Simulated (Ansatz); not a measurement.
## Structure relaxation, Cd

The start is a randomly generated symmetric cell of Cd (space group No. 227). The cell and all atomic positions are relaxed at zero pressure with PBEsol (plane waves to 420 eV, PAW, scalar-relativistic; Ansatz, a program for electronic structure). The first steps use a coarse 8×8×8 k-mesh.

Initial structure:
```
CELL_PARAMETERS angstrom
      0.00000     3.71800     3.71800
      3.71800     0.00000     3.71800
      3.71800     3.71800     0.00000
ATOMIC_POSITIONS crystal
  Cd 0.62500 0.62500 0.62500
  Cd 0.62500 0.62500 0.12500
  Cd 0.62500 0.12500 0.62500
  Cd 0.12500 0.62500 0.62500
```

How much energy is released per atom?

0.29 eV/atom.

How does the volume per atom move from start to end?

+34.0 %, from 25.70 to 34.44 Å³/atom.

How do the shortest distances between atoms change?

The closest pairs of elements (up to four, under 3.6 Å), start → end: Cd–Cd 2.63 → 2.90 Å.

What band gap does the relaxed structure have at this level?

No gap (metallic).

What does it relax into? Give the structure.


```cif
data_Cd16
_chemical_formula_sum 'Cd16'
_space_group_name_H-M_alt 'Fd-3m :1'
_space_group_IT_number 227
_space_group_name_Hall 'F 4d 2 3 -1d'
_cell_length_a 8.19853
_cell_length_b 8.19853
_cell_length_c 8.19853
_cell_angle_alpha 90.000
_cell_angle_beta 90.000
_cell_angle_gamma 90.000
loop_
_atom_site_label
_atom_site_type_symbol
_atom_site_symmetry_multiplicity
_atom_site_Wyckoff_symbol
_atom_site_fract_x
_atom_site_fract_y
_atom_site_fract_z
_atom_site_occupancy
Cd1 Cd 16 d 0.62500 0.62500 0.62500 1
```
(The calculation used a cell of 4 atoms; values per cell refer to that cell.)

The space group stays Fd-3m (No. 227) (the run could not lower it), with 4 atoms in the primitive cell. Final values are on a 10×10×10 k-mesh of the relaxed cell. No spin polarisation in the result.

The run could not lose the symmetry of its start: the end is stationary, and may be a saddle point rather than a minimum.

All atoms sit on sites fixed by symmetry, so only the cell could relax.

The relaxed structure here is a generated cell of Cd: the first start was made by a random draw of sites in a space group, and the end was not matched to a known phase here, so it may be hypothetical. Known forms of Cd include space group No. 194.
